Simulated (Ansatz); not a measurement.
SnGe (rock salt, space group No. 225) at seven volumes, the program Ansatz at the PBE level (PAW), scaled uniformly. One row is withheld.

```
V (Å³/atom)  P (GPa)
-----------  -------
22.218          6.66
22.950          4.03
23.683          1.84
24.415          0.00
25.147             ?
25.880         -2.85
26.612         -3.94
```

Problem. Fit the shown pressures and predict the withheld one.

Solution. P = (3/2)B₀(x^(7/2) − x^(5/2))[1 + (3/4)(B′ − 4)(x − 1)] with x = (V₀/V)^(2/3). Least squares on the six rows gives V₀ = 24.414 Å³/atom, B₀ = 56.2 GPa, B′ = 4.83. At V = 25.147, x = 0.9805 and P = -1.55 GPa. The run itself gave -1.55 GPa.

Space group Fm-3m (rock salt). A made-up cell: these elements were put on the sites of a structure type; neither database checked (COD, Materials Project) lists it. Whether it is the stable phase at ambient conditions was not checked. The cell was relaxed with PBE under the symmetry of its start; of distortions, only those at the zone centre were tested. Scalar-relativistic: spin–orbit coupling is off unless named, which matters more the heavier the elements.

Potentials: the later of the program's two PAW sets.
